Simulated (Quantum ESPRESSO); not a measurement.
## Cl2 (Cmce) under strain

```
Cl
1.0
    3.26421    -2.05747     0.00000
    3.26421     2.05747     0.00000
    0.00000     0.00000     8.40240
Cl
4
Direct
  0.88628   0.11372   0.60678
  0.11372   0.88628   0.39322
  0.61372   0.38628   0.10678
  0.38628   0.61372   0.89322
```
The cell was made here from a computed Materials Project entry: atoms relaxed in the unchanged cell (PBE without dispersion, pw.x of a modified build of Quantum ESPRESSO, symmetry kept). The parent is Cl2 in Cmce; whether this form has been observed was not checked. Stability against distortions was not tested.

The last row's change in full: strained by +2 % along the third axis of the standard frame and by -1 % across it, atoms relaxed (PBE, pw.x of Quantum ESPRESSO); the other rows go along the same path.

Method: field gradients by PBE PAW (JTH datasets; density from pw.x of Quantum ESPRESSO, gradients reconstructed from it by a script), 25 Ha, k-mesh 7×7×3 through Γ. Values are those of the named site's first atom. Cores are frozen. Against all-electron runs on small test molecules, this scheme's |Vzz| missed by −3 to −9 % on Cl.

Unchanged cell: Vzz Cl (a.u.) = 5.445.

### Question
How do these values move along the path (axial strain (%): -2, +2)?

### Answer
```csv
axial strain (%),Vzz Cl (a.u.)
-2,5.418
0,5.445
+2,5.472
```
